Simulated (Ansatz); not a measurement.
The cell below belongs to a search over invented structures; it isn't taken from experiment.

Input and command of a plane-wave DFT calculation in Ansatz:

```yaml
crystal:
  lattice:
    - [4.2339191338, -3.024036375, -0.0005215437]
    - [4.2339191338, 3.024036375, -0.0005215437]
    - [-2.2729363489, 0.0, 4.6966428401]
  atoms:
    - { symbol: Si, position: [0.3971327411, 0.3971327411, 0.5885562427] }
    - { symbol: Si, position: [0.6028672589, 0.6028672589, 0.4114437573] }
    - { symbol: B, position: [0.0144142333, 0.3230791288, 0.9841262524] }
    - { symbol: B, position: [0.3230791288, 0.0144142333, 0.9841262524] }
    - { symbol: B, position: [0.0135275061, 0.0135275061, 0.6754199365] }
    - { symbol: B, position: [0.1737838068, 0.716919326, 0.8143016312] }
    - { symbol: B, position: [0.716919326, 0.1737838068, 0.8143016312] }
    - { symbol: B, position: [0.6769208712, 0.9855857667, 0.0158737476] }
    - { symbol: B, position: [0.9855857667, 0.6769208712, 0.0158737476] }
    - { symbol: B, position: [0.9864724939, 0.9864724939, 0.3245800635] }
    - { symbol: B, position: [0.283080674, 0.8262161932, 0.1856983688] }
    - { symbol: B, position: [0.8262161932, 0.283080674, 0.1856983688] }
    - { symbol: C, position: [0.1776225562, 0.1776225562, 0.2675011993] }
    - { symbol: C, position: [0.8223774438, 0.8223774438, 0.7324988007] }
basis:
  ecutwfc: 420
kpoints:
  mp_grid: { grid: [6, 6, 6] }
hamiltonian:
  xc: pbe
scf:
  occupations: { method: gaussian, width: 0.02 }
output:
  forces: true
  stress: true
  eigenvalues: true
relax:
  adjacent_minimum: "off"
  f_tol: 0.01
  max_steps: 30
  cell: { stress_tol: 0.1, fix: [volume] }
```

```bash
ansatz run input.yaml --threads 1 --pin off --max-ram 2560MiB --backend cpu --events-out ev --progress --plain --runs-dir out
```

Processor: Intel(R) Xeon(R) Processor @ 2.50GHz (Skylake/Cascade Lake), 1 thread, on a host shared with other jobs.

Question: How long does it run, and how much memory does it take?

Answer: About 2.6 min, peak memory 0.55 GiB. It solves 37 bands at 68 k points (after reduction by symmetry) with about 2331 plane waves, in 22 SCF iterations over 5 ionic steps.
